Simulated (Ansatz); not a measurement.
CoBi under compression and expansion

```
Co Bi
1.0
     0.00000    2.70033    2.70033
     2.70033    0.00000    2.70033
     2.70033    2.70033    0.00000
Co Bi
1 1
Direct
  0.00000 0.00000 0.00000
  0.50000 0.50000 0.50000
```

Conventional cell: a = 5.401 Å, b = 5.401 Å, c = 5.401 Å, α = 90.00°, β = 90.00°, γ = 90.00°. Around Co (atom 1) lie 6 Bi at 2.70 Å. Bi (atom 2) is surrounded by 6 Co at 2.70 Å.

The cell was built from the rocksalt type and relaxed in the same program, and has space group Fm-3m; it needn't be a known or the stable phase.

Other magnetic orders may lie lower; this is the state that the run reached.

No spin–orbit coupling, which matters for the heavy atoms here.

Levels of theory: DFT, PBE, all-electron LAPW, scalar-relativistic (Ansatz 0.2.0); DFT, PBE, PAW with Ansatz's default frozen-core files, scalar-relativistic (Ansatz 0.2.0).

For LAPW: a Γ-centred 13×13×13 k mesh, Fermi–Dirac smearing of 0.05 eV, basis error target 0.25 meV/atom, spin-polarised from start moments Co1 2 μB. PAW takes a cutoff of 420 eV at this cell. The Ansatz runs share mesh, smearing and spin set-up. Plane-wave (PAW) pressures include the program's estimate of the Pulay term.

The cell above is scaled evenly, with fractional coordinates and shape held.

```tsv
V/V(cell)	V (Å³/atom)	P, LAPW (GPa)	P, PAW (GPa)	moment, LAPW (μB)	free energy over the lowest listed, PAW (meV/atom)
0.9500	18.706	5.03	5.01	0.43	14.6
0.9750	19.198	2.34	2.32	0.50	3.5
1.0000	19.690	0.03	0.01	0.56	0.0
1.0250	20.183	-1.91	-1.93	0.62	3.1
1.0500	20.675	-3.47	-3.50	0.71	11.5
```

Question: What do Birch–Murnaghan fits to the pressures give?

Answer: LAPW: V0 = 19.70 Å³/atom, B0 = 83 GPa, B0′ = 6.1; PAW: V0 = 19.69 Å³/atom, B0 = 84 GPa, B0′ = 6.0.

PAW's V0 lies -0.03 % from the all-electron value and its B0 0.3 %. Symmetry fixes shape and coordinates here, so this is the relaxed modulus.
